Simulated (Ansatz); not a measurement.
Cu:
```yaml
crystal:
  lattice:
    - [0.00000, 1.78164, 1.78164]
    - [1.78164, 0.00000, 1.78164]
    - [1.78164, 1.78164, 0.00000]
  atoms:
    - { symbol: Cu, position: [0.00000, 0.00000, 0.00000] }
```

Relaxed with PBEsol.

### Question
Which orbitals make up the states near the Fermi level in plane-wave PAW PBEsol (Ansatz code)?

### Answer
Within 0.5 eV of the Fermi level: Cu 4s 42 %, Cu 3d 36 %, outside the projected shells 23 %. Projections are on Löwdin-orthogonalised atomic valence shells; empty p or d shells of many metals are not among them.

### Question
Tabulate the density of states.

### Answer
States/eV per cell of 1 atom, in 0.25 eV bins, energy from the Fermi level.

| E (eV) | total | Cu 3d | Cu 4s |
|---|---|---|---|
| -7.85 | 0.12 | 0.00 | 0.10 |
| -7.60 | 0.13 | 0.01 | 0.11 |
| -7.35 | 0.14 | 0.01 | 0.12 |
| -7.10 | 0.15 | 0.02 | 0.13 |
| -6.85 | 0.17 | 0.02 | 0.14 |
| -6.60 | 0.19 | 0.03 | 0.15 |
| -6.35 | 0.21 | 0.05 | 0.16 |
| -6.10 | 0.25 | 0.07 | 0.17 |
| -5.85 | 0.30 | 0.11 | 0.18 |
| -5.60 | 0.40 | 0.19 | 0.20 |
| -5.35 | 0.65 | 0.41 | 0.23 |
| -5.10 | 1.04 | 0.80 | 0.22 |
| -4.85 | 1.17 | 0.97 | 0.18 |
| -4.60 | 1.59 | 1.45 | 0.12 |
| -4.35 | 2.20 | 2.11 | 0.07 |
| -4.10 | 1.93 | 1.88 | 0.02 |
| -3.85 | 1.91 | 1.85 | 0.02 |
| -3.60 | 2.64 | 2.53 | 0.07 |
| -3.35 | 3.13 | 2.98 | 0.09 |
| -3.10 | 3.83 | 3.67 | 0.09 |
| -2.85 | 3.02 | 2.90 | 0.07 |
| -2.60 | 2.50 | 2.41 | 0.05 |
| -2.35 | 3.39 | 3.31 | 0.05 |
| -2.10 | 2.95 | 2.88 | 0.04 |
| -1.85 | 3.48 | 3.42 | 0.04 |
| -1.60 | 3.93 | 3.86 | 0.06 |
| -1.35 | 0.42 | 0.32 | 0.09 |
| -1.10 | 0.38 | 0.25 | 0.11 |
| -0.85 | 0.36 | 0.20 | 0.12 |
| -0.60 | 0.33 | 0.16 | 0.12 |
| -0.35 | 0.32 | 0.14 | 0.13 |
| -0.10 | 0.30 | 0.11 | 0.13 |
| 0.15 | 0.30 | 0.10 | 0.13 |
| 0.40 | 0.28 | 0.08 | 0.12 |
| 0.65 | 0.28 | 0.07 | 0.12 |
| 0.90 | 0.27 | 0.06 | 0.11 |
| 1.15 | 0.26 | 0.05 | 0.11 |
| 1.40 | 0.26 | 0.04 | 0.10 |
| 1.65 | 0.25 | 0.04 | 0.09 |
| 1.90 | 0.24 | 0.03 | 0.08 |
| 2.15 | 0.23 | 0.03 | 0.07 |
| 2.40 | 0.22 | 0.02 | 0.07 |
| 2.65 | 0.20 | 0.02 | 0.06 |
| 2.90 | 0.19 | 0.02 | 0.05 |
| 3.15 | 0.17 | 0.01 | 0.04 |
| 3.40 | 0.16 | 0.01 | 0.04 |
| 3.65 | 0.14 | 0.01 | 0.03 |
| 3.90 | 0.14 | 0.01 | 0.03 |
| 4.15 | 0.26 | 0.02 | 0.13 |
| 4.40 | 0.29 | 0.02 | 0.15 |
| 4.65 | 0.28 | 0.02 | 0.15 |

Space group Fm-3m (fcc (Cu type)). The PBEsol relaxation kept the symmetry of its start. No spin polarisation was allowed.

Potentials: the earlier of the program's two PAW sets. The files were generated under PBE; for other functionals the program regenerates the frozen cores, and for LDA and PBEsol the local potential too.
